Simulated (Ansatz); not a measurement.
AlPO₄:
```
AlPO4
1.0
    5.31731     0.00000     0.00000
   -2.65866     4.60493     0.00000
    0.00000     0.00000     8.67473
Al P O
2 2 8
Cartesian
  0.00000   3.06995   0.53574
  2.65866   1.53498   4.87311
  2.65866   1.53498   8.12821
  0.00000   3.06995   3.79085
 -1.24552   2.35085   4.29938
  2.65866   0.09677   8.63675
  1.24552   2.35085   4.29938
  3.90418   2.25408   8.63675
  0.00000   4.50816   4.29938
  1.41313   2.25408   8.63675
  0.00000   3.06995   2.26547
  2.65866   1.53498   6.60284
```

Cartesian axes are those of the cell as given.

Task: Give the proper piezoelectric stress tensor with relaxed ions from plane-wave PAW PBEsol (Ansatz code).

Result: In C/m², rows x, y, z, Voigt columns; mesh uncertainty up to 0.00.
```
 0.00   0.00   0.00   0.00  -0.17   0.00
 0.00   0.00   0.00  -0.17   0.00   0.00
-0.17  -0.17   0.35   0.00   0.00   0.00
```

The elastic tensor of the same run (GPa):

```
 178   107  85.1   0.0   0.0   0.0
 107   178  85.1   0.0   0.0   0.0
85.1  85.1   198   0.0   0.0   0.0
 0.0   0.0   0.0  32.0   0.0   0.0
 0.0   0.0   0.0   0.0  32.0   0.0
 0.0   0.0   0.0   0.0   0.0  35.2
```

Task: Convert to strain constants d = e·S.

Result: In pC/N:
```
 0.0   0.0   0.0   0.0  -5.4   0.0
 0.0   0.0   0.0  -5.4   0.0   0.0
-1.5  -1.5   3.1   0.0   0.0   0.0
```

Space group P6_3mc. The workflow started from a Materials Project entry (that database holds measured and hypothetical structures alike); the Crystallography Open Database files this formula in space group No. 186, but the cells were not matched. Its standing as an ambient phase is unchecked. The cell was relaxed with PBEsol under the symmetry of its start; whether a distortion lowers the energy is not shown.

Potentials: the later of the program's two PAW sets.
